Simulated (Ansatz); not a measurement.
# CsH: a sublattice moved along a line

These are results of DFT r2SCAN, scalar-relativistic, plane waves, PAW in Ansatz 0.2.0, not measurements. Settings: plane waves to 500 eV, k-mesh 6×6×6 (Γ-centred), Gaussian smearing 0.05 eV. Spin–orbit coupling is left out, which matters for the heavy elements here. No spin polarisation. Energies are free energies at this smearing, counted from the undisturbed cell; pressure is positive in compression.

Reference structure (as given, not relaxed at this level; it stands at 0.0 GPa):

```yaml
crystal:
  lattice:
    - [0.00000, 3.18800, 3.18800]
    - [3.18800, 0.00000, 3.18800]
    - [3.18800, 3.18800, 0.00000]
  atoms:
    - { symbol: Cs, position: [0.00000, 0.00000, 0.00000] }
    - { symbol: H, position: [0.50000, 0.50000, 0.50000] }
```

Every Cs atom is moved by x along the Cartesian unit vector (0.000, 0.000, 1.000); the cell and all other atoms stay fixed.

```
  x (Å)  ΔE (meV/cell) force along x on the moved atoms (eV/Å) pressure (GPa) gap on the mesh (eV)
-0.5000           97.0                                     0.48             0.6                  2.85
-0.2500              ?                                     0.17               ?                  2.73
 0.0000            0.0                                     0.00             0.0                  2.68
 0.0625            1.2                                    -0.04             0.0                  2.68
 0.1250            4.8                                    -0.08             0.0                  2.69
 0.1875           11.0                                    -0.12             0.1                  2.71
 0.3125           32.6                                    -0.23             0.2                  2.76
 0.3750           49.1                                    -0.30             0.3                  2.78
 0.4375           70.3                                    -0.38               ?                     ?
```

By symmetry 0.5000 repeats -0.5000, -0.3750 repeats 0.3750, 0.2500 repeats -0.2500, -0.1250 repeats 0.1250 in energy; the slope of the energy along the path changes sign there.

Q: Give the withheld values.

A: ΔE (meV/cell) at x (Å) = -0.2500: 20.1; pressure (GPa) at x (Å) = -0.2500: 0.2; pressure (GPa) at x (Å) = 0.4375: 0.5; gap on the mesh (eV) at x (Å) = 0.4375: 2.82.